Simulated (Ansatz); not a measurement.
Ti2SiSe2: computed properties

Computed with Ansatz 0.2.0, DFT PBE, scalar-relativistic, plane waves, PAW.

Plane waves to 420 eV, a k mesh through Γ of 12×12×12 on the computed 5-atom cell and Gaussian smearing (0.10 eV); no spin polarisation.

The structure is relaxed at this level of theory with its symmetry kept, and needn't be the ground state of this composition.

```
Ti Si Se
1.0
    -2.38438    2.38438    4.18039
     2.38438   -2.38438    4.18039
     2.38438    2.38438   -4.18039
Ti Si Se
2 1 2
Direct
  0.75000 0.25000 0.50000
  0.25000 0.75000 0.50000
  0.00000 0.00000 0.00000
  0.65782 0.65782 0.00000
  0.34218 0.34218 0.00000
```

(1) Formation energy from the elements' standard states (uncorrected)?

(2) Kohn–Sham band gap?

(3) Density of states at the Fermi level?

(4) Orbital (Löwdin) character within 0.5 eV of the Fermi level?

(5) Bader charge by site (e)?

A magnetic start lost its moments in a first run, so spin was left out; other magnetic orders weren't tried.

Results:

(1) -0.357 eV/atom.

(2) none (metal).

(3) 4.7 states/eV per cell.

(4) Ti 3d 78 %, Si 3p 7 %.

(5) Ti (2 in the cell) 1.31, Si (1 in the cell) -0.58, Se (2 in the cell) -1.02.

Another cell of Ti2SiSe2 relaxed alike, in P4/mbm, lies 13 meV/atom lower, so this cell isn't the stable form at this level.

The cell was found from a structure generator's guess, not taken from experiment. Löwdin shares on free-atom orbitals overweight diffuse shells.
